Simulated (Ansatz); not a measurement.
Method: DFT PBE, scalar-relativistic, plane waves, PAW (Ansatz 0.2.0). Settings: cutoff 420 eV, Γ-centred meshes spaced at most about 0.3 Å⁻¹, and about 0.25 Å⁻¹ or finer for metals (2π included), Gaussian smearing. No spin polarisation in the final relaxations.

Formation energies are uncorrected and refer to the elements' standard structures at the same level.

A relaxed structure of Ag7B has 16.85 Å³/atom, +0.46 eV/atom against the elements, no gap on its mesh:

```cif
data_structure
_symmetry_space_group_name_H-M 'P 1'
_symmetry_Int_Tables_number 1
_cell_length_a 5.5944
_cell_length_b 5.5944
_cell_length_c 5.5944
_cell_angle_alpha 109.471
_cell_angle_beta 109.471
_cell_angle_gamma 109.471
_cell_volume 134.78
loop_
_atom_site_label
_atom_site_type_symbol
_atom_site_fract_x
_atom_site_fract_y
_atom_site_fract_z
_atom_site_occupancy
Ag1 Ag 0.00000 0.50000 0.50000 1
Ag2 Ag 0.50000 0.50000 0.00000 1
Ag3 Ag 0.50000 0.00000 0.50000 1
Ag4 Ag 0.00000 0.00000 0.50000 1
Ag5 Ag 0.00000 0.50000 0.00000 1
Ag6 Ag 0.50000 0.00000 0.00000 1
Ag7 Ag 0.50000 0.50000 0.50000 1
B1 B 0.00000 0.00000 0.00000 1
```

Question: Zn takes the place of Ag on the same sites, and the cell is relaxed. What changes?

Answer: Zn7B has a = 6.120 Å: 14.32 Å³/atom, +0.42 eV/atom against the elements, no gap on its mesh. The volume per atom changes by -15.0 % and the formation energy by -0.04 eV/atom (from unrounded values). Covalent radii: Ag 1.45 Å, Zn 1.22 Å; electronegativities 1.93 and 1.65. The cell follows the size of the atom. Zn on a site of symmetry 4/mmm is surrounded by 8 Zn at 2.65 Å, 2 B at 3.06 Å and 4 Zn at 3.06 Å; Zn on a site of symmetry -3m has 2 B at 2.65 Å, 6 Zn at 2.65 Å and 6 Zn at 3.06 Å; B is surrounded by 8 Zn at 2.65 Å and 6 Zn at 3.06 Å.

Space group Im-3m (No. 229). a = 6.120 Å, b = 6.120 Å, c = 6.120 Å, α = 90.00°, β = 90.00°, γ = 90.00°
| atom | site | symmetry | x | y | z |
| --- | --- | --- | --- | --- | --- |
| Zn | 6b | 4/mm.m | 0.5000 | 0.0000 | 0.0000 |
| Zn | 8c | .-3m | 0.2500 | 0.2500 | 0.7500 |
| B | 2a | m-3m | 0.0000 | 0.0000 | 0.0000 |

The two cells were relaxed from separate starts that ended on the same group and sites; neither need be the stable form of its compound. A magnetic state wasn't ruled out in cells without spin, among them Zn7B Im-3m. Cells relaxed within their symmetry can be saddle points.
